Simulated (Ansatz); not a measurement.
Here is an unrelaxed guess for TaNbO.

```
CELL_PARAMETERS angstrom
-2.37324 2.37324 2.05043
2.37324 -2.37324 2.05043
2.37324 2.37324 -2.05043
ATOMIC_POSITIONS crystal
Ta 0.75000 0.25000 0.50000
Nb 0.50000 0.50000 0.00000
O 0.25000 0.75000 0.50000
```

Method: Ansatz 0.2.0, DFT PBE, scalar-relativistic, plane waves, PAW. Cutoff 420 eV; k points 6×6×6 on the computed 3-atom cell (Γ-centred); Gaussian smearing, width 0.10 eV; no spin polarisation.

The zero of energy is the elements' standard structures at the same level (O₂ as a molecule); no fitted shifts are applied.

**Question.** Estimate its pressure, forces and energy as it stands.

**Answer.** The pressure is 12.7 GPa (the mean over three directions, positive in compression), the largest force is 0.00 eV/Å (symmetry fixes the atoms), and the energy is +0.31 eV/atom against the elements. The shortest distance is 2.05 Å.

**Question.** Is it a good guess?

**Answer.** A rough one: relaxing gains about 0.24 eV/atom (the start's value is from the coarse mesh, so the gain is rough) in 12 ionic steps and ends at +0.07 eV/atom on the finer mesh. The symmetry stays I-4m2 (No. 119). The volume per atom grows by 15.2 %, from 15.4 to 17.7 Å³. The shortest distance goes from 2.05 Å (Ta–O) to 1.95 Å (Ta–O). The ratio c/a of the conventional cell changes by a factor of 0.86. Conventional cell: a = 5.230 Å, c = 3.893 Å. Ta has 2 O at 1.95 Å and 4 Nb at 2.79 Å; Nb has 4 O at 2.79 Å and 4 Ta at 2.79 Å; around O lie 2 Ta at 1.95 Å and 4 Nb at 2.79 Å.

The last run used a 14×14×14 mesh for its 3-atom cell and Gaussian smearing of 0.10 eV. These runs have no spin–orbit coupling, which can matter for Ta. The relaxation can't lower the symmetry of the start, and the grade says only how near the guess is to its own end. Symmetry constrained the relaxation, so the result can be a saddle point. Another cell of TaNbO relaxed alike, in Pmmm, lies 1.14 eV/atom lower, so this cell isn't the stable form at this level.
